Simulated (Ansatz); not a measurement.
Zr₂N₂O:
```xyz
15
Lattice="6.7788 1.6397 0.0000 -6.7788 1.6397 0.0000 -1.4668 0.0000 8.0599" Properties=species:S:1:pos:R:3 pbc="T T T"
Zr    -7.5379     1.6397     6.5088
Zr     6.0711     1.6397     1.5511
Zr     1.0631     1.6397     3.8240
Zr    -2.5298     1.6397     4.2360
Zr     2.4429     1.6397     1.0597
Zr    -3.9097     1.6397     7.0002
N     -0.4963     1.6397     5.2880
N     -0.9705     1.6397     2.7719
N     -5.8586     1.6397     7.7877
N      4.3918     1.6397     0.2723
N     -5.4821     1.6397     2.3147
N      4.0154     1.6397     5.7453
O     -4.8425     1.6397     4.9929
O      3.3758     1.6397     3.0671
O      0.0000     1.6397     0.0000
```

Relaxed with PBEsol. Special points in fractions of this cell's reciprocal vectors: Γ (0.000, 0.000, 0.000); C (0.265, 0.265, 0.000); C2 (-0.265, 0.735, 0.000); Y2 (-0.500, 0.500, 0.000); M2 (-0.500, 0.500, 0.500); D (-0.261, 0.739, 0.500); D2 (0.261, 0.261, 0.500); A (0.000, 0.000, 0.500); L2 (0.000, 0.500, 0.500); V2 (0.000, 0.500, 0.000).

### Question
List the band energies nearest the valence-band maximum at these points for DFT-PBEsol in the program Ansatz with PAW potentials.

### Answer
In eV from the valence-band maximum; about four levels below and three above (degenerate sets whole), none deeper than 8.9 eV; points with the same levels are listed once.

```tsv
k	below	above
Γ	-0.89 -0.46 -0.26 -0.09	2.06 2.29 2.57
C	-1.01 -0.62 -0.51 -0.13	2.58 2.71 3.48
Y2	-1.10 -1.10 -0.91 -0.45	1.86 2.32 2.35
M2	-1.04 -0.73 -0.62 -0.30	1.80 2.57 2.98
D	-0.91 -0.60 -0.47 -0.44	2.50 3.19 3.23
A	-0.94 -0.85 -0.21 -0.17	2.10 2.43 2.56
L2	-0.89 -0.70 -0.50 -0.34	2.60 3.20 3.31
V2	-1.04 -0.63 -0.39 -0.38	2.57 2.90 3.19
```

Space group C2/m. The first step of the workflow began from a Materials Project structure, measured or hypothetical; the Crystallography Open Database copy checked does not list it. Whether it is the stable phase at ambient conditions was not checked. The PBEsol relaxation kept the symmetry of its start; whether a distortion lowers the energy is not shown. The run is not spin-polarised. Scalar-relativistic: spin–orbit coupling is off unless named, which matters more the heavier the elements.

Potentials: the later of the program's two PAW sets.
